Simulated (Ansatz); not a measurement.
One starting cell of YCl (a generated cell, YCl placed in the AFLOW prototype AB_hP6_154_a_b (B9, as in HgS)) was relaxed twice with Ansatz (plane waves, PAW, scalar-relativistic): with PBEsol at 420 eV and with PBE at 420 eV. The PBEsol result:

```xyz
2
Lattice="2.0029 1.1564 2.9396 -2.0029 1.1564 2.9396 0.0000 -2.3127 2.9396" Properties=species:S:1:pos:R:3 pbc="T T T"
Cl     0.0000     0.0000     0.0000
Y      0.0000     0.0000     4.4094
```

```tsv
quantity	PBEsol	PBE
space group	R-3m	R-3m
volume (Å³/atom)	20.42	21.80
a (Å)	4.006	4.110
c (Å)	8.819	8.943
```

Both levels end in the same structure; PBE's volume is 6.7 % larger. Neither column is exact.

No spin polarisation in the result. The d or f electrons are treated with no Hubbard U.

The run could not lose the symmetry of its start.

The first start was generated by placing the elements on the sites of a structure type. A measured structure of YCl has the same space group, R-3m (No. 166); the sites were not compared with it.

Ansatz is a quantum-chemistry and plane-wave program.
